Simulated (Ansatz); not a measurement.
Relaxed TaN (rock salt):

```
CELL_PARAMETERS angstrom
      0.00000     4.39630     4.39630
      2.19815     0.00000     2.19815
      2.19815     2.19815     0.00000
ATOMIC_POSITIONS crystal
  N  0.00000 0.00000 0.00000
  N  0.50000 0.00000 0.00000
  Ta 0.25000 0.50000 0.50000
  Ta 0.75000 0.50000 0.50000
```

A phonon eigenvector at L = (0.5, 0.0, 0.0) is frozen into this cell: atom i moves by Q times the vector below, so Q is the largest atomic displacement, in Å. The cell is held. (q is in reciprocal vectors of the primitive cell; the cell shown is doubled to hold the pattern.)

```csv
atom,x,y,z
N1,0.577,-0.577,-0.577
N2,-0.577,0.577,0.577
```

Atoms not listed stay in place.

Level of theory: r2SCAN (plane waves to 500 eV, PAW, scalar-relativistic; Ansatz, an electronic-structure program). k mesh 9×18×18 (Γ-centred), Fermi-Dirac smearing 0.05 eV. The energy includes the smearing's −TS. Stress and pressure are positive under compression. With partly filled bands, energies and forces of such displacements shift with the k mesh and the smearing. Spin-orbit coupling is left out, though Ta is heavy. TaN is run without spin polarisation. TaN was relaxed with its symmetry unable to fall. This is a high-temperature form of TaN. ΔE is measured from the undisplaced structure.

**Question.** What ΔE (meV/cell) and P (GPa) does the calculation give at Q (Å) = -0.100, -0.033, 0.033, 0.050, 0.067?

**Answer.** 
```
Q (Å)   ΔE (meV/cell)  P (GPa)
------  -------------  -------
-0.100            117      1.9
-0.033             13      0.2
0.033              13      0.2
0.050              29      0.5
0.067              52      0.9
```

(A displaced cell: forces are minus the slopes of the energy, force constants its curvatures, and phonons follow from these.)
